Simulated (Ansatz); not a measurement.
Values for one crystal, relaxed and computed with PBE (plane waves, PAW; program Ansatz); other levels are named.

| Quantity | Result |
|---|---|
| Volume per atom | 23.70 Å³ |
| Band gap | 0.16 eV (direct) |
| Hole effective mass, band 2 of 3 at the edge | 0.37 along [100], 0.37 along [110], 0.85 along [111] (mₑ) |
| Hole effective mass, band 3 of 3 at the edge | 0.010 along [100], 0.010 along [110], 0.010 along [111] (mₑ) |
| Bulk modulus (Birch–Murnaghan fit) | 60.2 GPa |
| Pressure derivative B′ | 4.8 |
| Gap with spin–orbit coupling | 0.06 eV |

Question: Which compound is it?
A. ZnS, zinc blende
B. Si3N4, Fd-3m (Si on 16c, Si on 8b, N on 32e)
C. CaF2, fluorite
D. GaAs, zinc blende

Answer: D, GaAs, zinc blende

Space group F-43m (zinc blende). The PBE relaxation kept the symmetry of its start. Spin–orbit coupling is left out wherever it is not named.

Potentials: the earlier of the program's two PAW sets.
